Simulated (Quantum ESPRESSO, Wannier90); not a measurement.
# Wannierisation of LiBr (rock salt)

```
begin unit_cell_cart
ang
    0.0000000000    2.7226900000    2.7226900000
    2.7226900000    0.0000000000    2.7226900000
    2.7226900000    2.7226900000    0.0000000000
end unit_cell_cart
begin atoms_frac
Li   0.0000000000  0.0000000000  0.0000000000
Br   0.5000000000  0.5000000000  0.5000000000
end atoms_frac
```

Materials Project entry mp-23259; symmetrised, unrelaxed at this level. COD (Crystallography Open Database) has an entry of this formula and space group (matched by these alone). Computed values, not measurements, from PBEsol: Quantum ESPRESSO (norm-conserving PseudoDojo potentials, cutoff 60 Ry, no spin polarisation, no spin-orbit coupling) on a Γ-centred 10×10×10 mesh, then Wannier90. Density: 10×10×10 mesh, cold smearing 0.01 Ry. Spin-orbit coupling, left out, would split the p-like bands by a few tenths of an eV.

Bands 3-5 form an isolated set from -3.08 to 0.00 eV relative to the valence-band maximum (on the path) and are turned into 3 Wannier functions by minimising the spread from the start: atomic waves Br 4p.

Centres (Cartesian, Å; one of the equivalent choices) and spreads:

| n | x | y | z | spread (Å²) | nearest atom |
|---|---|---|---|---|---|
| 1 | 2.723 | 2.723 | 2.723 | 1.759 | Br2 |
| 2 | 2.723 | 2.723 | 2.723 | 1.759 | Br2 |
| 3 | 2.723 | 2.723 | 2.723 | 1.759 | Br2 |

Ω_I = 5.26 Å², Ω_total = 5.28 Å²; the interpolated bands follow pw.x to 0.1 meV rms on the path. Only this start was tried; a symmetric start can stop on a saddle, and mixtures of these functions could lower the total by at most Ω_total − Ω_I.
